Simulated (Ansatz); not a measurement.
The relaxed structure here is a generated cell of Bi: the first start was made by placing the elements on the sites of a structure type, and the end was not matched to a known phase here, so it may be hypothetical. Known forms of Bi include space group No. 166.

One starting cell of Bi (a generated cell, Bi built in the hcp structure type) was relaxed twice with Ansatz (plane waves, PAW, scalar-relativistic): with r2SCAN at 500 eV and with PBE at 420 eV. The r2SCAN result:

```
Bi
1.0
    3.50789     0.00000     0.00000
   -1.75394     3.03792     0.00000
    0.00000     0.00000     5.85600
Bi
2
Direct
  0.33333   0.66667   0.25000
  0.66667   0.33333   0.75000
```

```csv
quantity,r2SCAN,PBE
space group,P6₃/mmc,P6₃/mmc
volume (Å³/atom),31.20,?
a (Å),3.508,?
c (Å),5.856,?
"gap (eV, no spin-orbit coupling)",0.00,?
```

Task: What does PBE give for the same quantities?

Result: 
- volume (Å³/atom), PBE: 31.69
- a (Å), PBE: 3.528
- c (Å), PBE: 5.881
- gap (eV, no spin-orbit coupling), PBE: 0.00

Both levels end in the same structure; PBE's volume is 1.6 % larger. Neither column is exact.

No spin polarisation in the result.

The run could not lose the symmetry of its start, so the end can be a saddle point.

All atoms sit on sites fixed by symmetry, so only the cell could relax.

Ansatz is a quantum-chemistry and plane-wave program.
